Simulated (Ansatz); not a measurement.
One stationary structure of LiTaO3. Calculation: PBEsol (plane waves to 420 eV, PAW, scalar-relativistic; Ansatz, a quantum-chemistry and plane-wave program).

```
CELL_PARAMETERS angstrom
      5.40753     0.00000     0.00000
      0.00000     7.52657     0.00000
      0.00000     0.00000     5.17442
ATOMIC_POSITIONS crystal
  Li 0.49597 0.25000 0.99948
  Li 0.99597 0.25000 0.50052
  Li 0.50403 0.75000 0.00052
  Li 0.00403 0.75000 0.49948
  Ta 0.00000 0.00000 0.00000
  Ta 0.50000 0.50000 0.50000
  Ta 0.00000 0.50000 0.00000
  Ta 0.50000 0.00000 0.50000
  O  0.03227 0.25000 0.11646
  O  0.53227 0.25000 0.38354
  O  0.96773 0.75000 0.88354
  O  0.46773 0.75000 0.61646
  O  0.30910 0.55902 0.18524
  O  0.80910 0.94098 0.31476
  O  0.69090 0.05902 0.81476
  O  0.19090 0.44098 0.68524
  O  0.69090 0.44098 0.81476
  O  0.19090 0.05902 0.68524
  O  0.30910 0.94098 0.18524
  O  0.80910 0.55902 0.31476
```

Question: Find the space group and the Wyckoff positions (tolerance 0.01 Å).

Answer: Space group Pnma (No. 62); a = 5.408 Å, b = 7.527 Å, c = 5.174 Å, α = 90.00°, β = 90.00°, γ = 90.00°

```json
[
 {"atom": "Li", "site": "4c", "symmetry": ".m.", "x": "0.0040", "y": "0.7500", "z": "0.4995"},
 {"atom": "Ta", "site": "4a", "symmetry": "-1", "x": "0.0000", "y": "0.0000", "z": "0.0000"},
 {"atom": "O", "site": "4c", "symmetry": ".m.", "x": "0.0323", "y": "0.2500", "z": "0.1165"},
 {"atom": "O", "site": "8d", "symmetry": "1", "x": "0.1909", "y": "0.0590", "z": "0.6852"}
]
```

This is the AFLOW prototype AB3C_oP20_62_c_cd_a (as in CaTiO3).

Question: Give the shortest distances between elements (the closest pairs, up to four, under 3.6 Å).

Answer: O–Ta 1.98 Å; Li–O 2.00 Å; O–O 2.79 Å; Li–Ta 3.20 Å.

The volume per atom is 10.53 Å³ and the band gap is 3.27 eV, direct at Γ (no spin-orbit coupling).

No spin polarisation in the result.

The run could not lose the symmetry of its start.

The first start was generated by placing the elements on the sites of a structure type. Materials Project lists a structure of LiTaO3 in the same space group, Pnma (No. 62); the sites were not compared with it, nor with measured phases. Known forms of LiTaO3 include space group No. 161.
